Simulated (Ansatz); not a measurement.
Vibrational response of ScTiN$_{2}$

Method: DFT PBE, scalar-relativistic, plane waves, PAW in Ansatz 0.2.0. Plane waves to 420 eV; Γ-centred k mesh 16×16×10; Fermi-Dirac smearing of 0.15 eV. No spin polarisation. Phonons by linear response, acoustic sum rule imposed.

The cell, relaxed at this level:
```
Sc Ti N
1.0
     3.09542    0.00000    0.00000
     0.00000    3.09542    0.00000
     0.00000    0.00000    4.35971
Sc Ti N
1 1 2
Direct
  0.50000 0.50000 0.50000
  0.00000 0.00000 0.00000
  0.00000 0.00000 0.50000
  0.50000 0.50000 0.00000
```

The cell was found from a structure generator's guess, not taken from experiment. In a metal, frequencies depend on the k mesh and the smearing, soft modes most.

Optical modes at Γ:
```json
{"frequency (cm⁻¹)": "269", "degeneracy": "2"}
{"frequency (cm⁻¹)": "293", "degeneracy": "1"}
{"frequency (cm⁻¹)": "386", "degeneracy": "2"}
{"frequency (cm⁻¹)": "430", "degeneracy": "1"}
{"frequency (cm⁻¹)": "526", "degeneracy": "2"}
{"frequency (cm⁻¹)": "581", "degeneracy": "1"}
```

All 9 optical modes at Γ are real: no displacement of atoms at fixed cell lowers the energy to second order. Strains and modes at other wave vectors aren't tested by this run.
